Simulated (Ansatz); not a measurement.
Ansatz input

```yaml
crystal:
  lattice:
    - [-1.7875310304, 1.7874163897, 1.221495278]
    - [1.7874163897, -1.7875310304, 1.221495278]
    - [2.8959347982, 2.8959347982, -1.2217052427]
  atoms:
    - { symbol: Cr, position: [0.9999965904, 3.4096e-06, 1.0], spin: 1.5 }
    - { symbol: Cr, position: [0.7500034096, 0.2499965904, 0.5], spin: 1.5 }
hamiltonian:
  xc: blyp
  pseudopotentials:
    kind: paw
    azcp:
      Cr: "pseudopotentials/Cr.paw.azcp"
basis:
  ecutwfc: 420
  fft_grid_basis: typed
kpoints:
  mp_grid: { grid: [17, 17, 9], shift: [0, 0, 0] }
magnetization:
  spin_polarized: true
scf:
  occupations: { method: fermi_dirac, width: 0.05 }
  lower_state_search: "off"
output:
  stress: true
  write_density: true
  write_potential: true
  elf: true
  volumetric_format: npy
```

Terminal output

```
Engine: ansatz 0.2.0, x86_64-unknown-linux-gnu
Pseudopotentials: kind: paw
Pseudopotential: Cr, paw, valence charge 14, recommended cutoff 420 eV (normal) 
Functional definition: BLYP
  parameter beta = 0.0042
  parameter a = 0.04918
  parameter b = 0.132
  parameter c = 0.2533
  parameter d = 0.349
  exchange = b88_x(beta = beta)
  correlation = lyp_c(a = a, b = b, c = c, d = d)
Crystal: 2 atoms, lattice volume = 25.291 Å³
Basis set: ecut = 420 eV, 493 PW (Γ), exchange–correlation on 40×40×60 points (8 copies of the dense FFT grid, shifted against one another)
Bands: 20, of which v1, the nominal top of the filled ones, is band 14 counted from 1 (13 counted from 0)
Symmetry: 4 space group operations
Space group: C2/c (ITA 15), of the structure as read, at distance tolerance 2.9e-5 Å
Magnetic group: BNS 15.85 (UNI 92), of the structure as read, at distance tolerance 2.9e-5 Å
k-points: 693 of 2601
Non-local potential: Cr, projectors of the file, l = 0: 3, l = 1: 2, l = 2: 3, l = 3: 1
PAW form: soft (Blöchl's): semilocal exchange-correlation on the pseudo side does not see the compensation charge
PAW frozen core: Cr, regenerated for the run's functional, and the local potential with it (the file was generated under x = pbe(κ = 0.804, μ = 0.2195149727645171), c = pbe(β = 0.06672455060314922))
PAW one-centre angular grid: Cr, 590 points (default); XC on 64 Gauss nodes
Initial density: superposition of atomic densities (chi_scale 0.1, normalization cell)
Starting moments: Σ|m| = 3 μB on 2 of 2 sites
Initial wavefunctions: pseudopotential atomic-orbital guess
Functional: x = b88, c = lyp
SCF iter   1: F=—  HF=-6770.792255 eV  |F-HF|=—  |Δ(HF+E_count)|=         —  Δρ=2.07e-1 (↑2.07e-1 ↓5.40e-2)  dr2=9.70e0  dr2_m=2.65e0  M=0.771 μB ∫|m|=0.798 μB  β_m=0.30  ethr=3.10e-3  ⟨swp⟩=3.5  Hψ=97154  notcnv=0
SCF iter   2: F=—  HF=-6769.072368 eV  |F-HF|=—  |Δ(HF+E_count)|=    1.72e0  Δρ=1.23e-1 (↑1.23e-1 ↓4.72e-2)  dr2=2.55e0  dr2_m=1.36e0  M=0.731 μB ∫|m|=0.756 μB  β_m=0.30  ethr=3.10e-3  ⟨swp⟩=2.1  Hψ=61887  notcnv=0  defer=691
SCF iter   3: F=—  HF=-6768.594283 eV  |F-HF|=—  |Δ(HF+E_count)|=   4.78e-1  Δρ=6.04e-2 (↑5.18e-2 ↓6.04e-2)  dr2=7.74e-2  dr2_m=6.80e-1  M=0.725 μB ∫|m|=0.739 μB  β_m=0.30  ethr=3.10e-3  ⟨swp⟩=2.4  Hψ=53344  notcnv=0  defer=663
...
WARN: the starting moments were not kept: the SCF closed with an absolute magnetisation of 1.9e-6 μB, where they sum to 3 μB in size (2 sites). That is at most 0.1 of that sum. Measured as dr2_m measures the in/out step, that magnetisation stands 8.6e-13 eV from none, at or under the dr2_threshold of 1.0e-7 eV: it is no larger than a step whose dr2_m would equal this threshold. The system may hold no moment; this SCF shows only that its start led to no more than that. To try another start: raise the starting moments (crystal.atoms[].spin, magnetization.per_species, magnetization.initial_magnetization, or on a non-collinear deck that types none of these the spinor_matrix: blocks that start its atoms; where the total moment is fixed, keep their sum and leave initial_magnetization as it is; typed ones take the place of any that the run laid by itself, positive ones on a crystal's lanthanoids without a Hubbard term where scf.initial_density.shell_occupations: [] is typed) or, if the notice of its spin-set hold's release reads "site moments contracting" or "site moments show no strong build", lengthen the hold (scf.mixing.spin_hold: { on: { confirm: 4 } }; for m-r²SCAN on two components see the key's manual first). Each may lead to a state that holds a moment. A second SCF, from the converged charge density, with the starting moments and any scf.initial_density.shell_occupations laid on it anew, would have followed, and was not run: the deck does not ask for one (magnetization.retry_lost_moments is false, the default). To let it run, set magnetization.retry_lost_moments: true and run the deck again, where that key's refused combinations let it; where memory then withholds it, that run's warning says so.
SCF 1 converged in 17 iterations: F = -6768.798966 eV  dr2 = 1.70e-11
SCF converged after 17 iterations
Magnetization: 0.0000 μB (14.0000 up, 14.0000 down)
Absolute magnetization: 0.0000 μB (∫|ρ↑−ρ↓|, with the PAW one-centre terms)
Spin contamination: 0.0000 ħ² per cell (⟨S²⟩ above its minimum at these occupations)
Per-site moments (μB) at R_I (Å): [(-2.4099179157263413e-8, 1.0077336065691151), (-2.4099178829664226e-8, 1.0077336065691151)]
Free energy (F): -6768.798966 eV
Harris-Foulkes:  -6768.798966 eV  (|F-HF|=1.27e-11)
Internal energy: -6768.783949 eV  (E = F + TS)
E sigma→0 (E₀):  -6768.791458 eV
Entropy (-TS):   -0.015017 eV (-7.508 meV/atom)
Fermi energy:    17.799737 eV
--- Per-component energies (eV) ---
  E_band       = -325.195270
  E_kinetic    = 685.042972
  E_local      = -2535.512358  (includes V_loc(G=0)·N_el)
  E_nonlocal   = 157.690308
  E_hartree    = 1097.953230
  E_xc         = -275.158728
  E_vxc        = -350.062604  (∫ρ·V_xc dr)
  E_paw        = -2408.379701  (= ΣΔE_a)
  E_vpaw       = -478.260773  (= ΣTr[D̂ρ^β])
  E_aug_tail   = 0.000805  (compensation charges beyond the density's cutoff)
  E_ewald      = -3490.450059
  E_core_change = 0.029581  (= ΣΔE_core)
  E_smearing   = -0.015017  (= −TS)
  E_closure    = 0.000000  (closes the sum)
  Σ components = -6768.798966   (vs F -6768.798966, Δ=0.00e0)
--- Stress (GPa, compression-positive) ---
       -8.037747      -0.235850       0.005471
       -0.235850      -8.037747       0.005471
        0.005471       0.005471      -7.942632
  P = ⅓ Tr σ = -8.0060 GPa (-80.060 kbar)
--- Band table (eV; the first three rows and the last of 1386) ---
  k-point 0 ↑: bands = ["-53.7079", "-53.5295", "-25.4233", "-24.9955", "-24.7736", "-24.6764", "-24.6724", "-24.6021", "10.5972", "14.0805", "16.1548", "16.3481", "16.9984", "18.2721", "18.5268", "18.5322", "19.2184", "19.2514", "19.3638", "20.1811"]
  k-point 1 ↑: bands = ["-53.7026", "-53.5349", "-25.3994", "-24.9901", "-24.7841", "-24.6725", "-24.6712", "-24.6277", "10.7269", "14.0733", "16.1579", "16.3300", "17.0520", "18.1352", "18.5277", "18.6011", "18.9983", "19.1436", "19.2846", "20.1444"]
  k-point 2 ↑: bands = ["-53.6873", "-53.5506", "-25.3301", "-24.9745", "-24.8105", "-24.7011", "-24.6681", "-24.6652", "11.1054", "14.0054", "16.1851", "16.2897", "17.2103", "17.8360", "18.0405", "18.6977", "18.7040", "18.9227", "19.3769", "20.0544"]
  k-point 692 ↓: bands = ["-53.5825", "-53.5796", "-25.3869", "-25.3805", "-24.7766", "-24.7642", "-24.7120", "-24.7099", "14.0056", "14.0595", "15.5729", "15.5793", "18.2907", "18.3527", "19.0569", "19.0627", "19.7427", "19.7604", "20.0450", "20.2987"]
```
